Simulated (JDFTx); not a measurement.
```yaml
surface: Au(100)
bulk: Au, Fm-3m, lattice of mp-81 (not re-optimised)
slab: 4 atoms in 4 planes, 1x1, 6.2 Å between the outermost planes
in-plane cell: 2.950 × 2.950 Å, 8.70 Å²
cell_height: 22.3 Å
sampling: 8×8×1 k mesh, Fermi smearing 0.01 Ha, no spin polarisation
```

Profiles through the double layer of this slab, charged, in nonlinear PCM (GLSSA13), water, 1 M NaF; PBE, GBRV ultrasoft potentials, plane waves to 20/100 Ha, JDFTx (a modified build). z is the height above the outermost atoms, φ the plane-averaged electrostatic potential energy of an electron (zero in the bulk liquid), ρ_b the bound charge of solvent and ions, s the cavity shape function (0 in the solid, 1 in the liquid).

```csv
z (Å),n (e/Å³),s,φ (eV),ρ_b (10⁻³ e/Å³)
0.87,0.2351,0.00,-2.011,-0.11
1.34,0.0564,0.01,-1.031,-2.05
1.80,0.0139,0.18,-0.159,-6.34
2.26,0.0036,0.84,-0.017,0.52
2.73,0.0010,1.00,-0.013,1.11
3.19,0.0003,1.00,-0.011,0.32
3.66,0.0001,1.00,-0.009,0.09
4.12,0.0000,1.00,-0.008,0.02
4.59,0.0000,1.00,-0.007,0.00
5.05,0.0000,1.00,-0.006,0.00
5.52,0.0000,1.00,-0.005,0.00
5.98,0.0000,1.00,-0.004,0.00
6.45,0.0000,1.00,-0.004,0.00
6.91,0.0000,1.00,-0.003,0.00
7.37,0.0000,1.00,-0.003,0.00
7.84,0.0000,1.00,-0.002,0.00
```

Q: Is the electrode positively or negatively charged, and roughly by how much?

A: Positively: σ = 4.8 μC/cm² per face. The liquid's bound charge is of the opposite sign overall, and far from the surface φ decays with the screening length (3.0 Å).
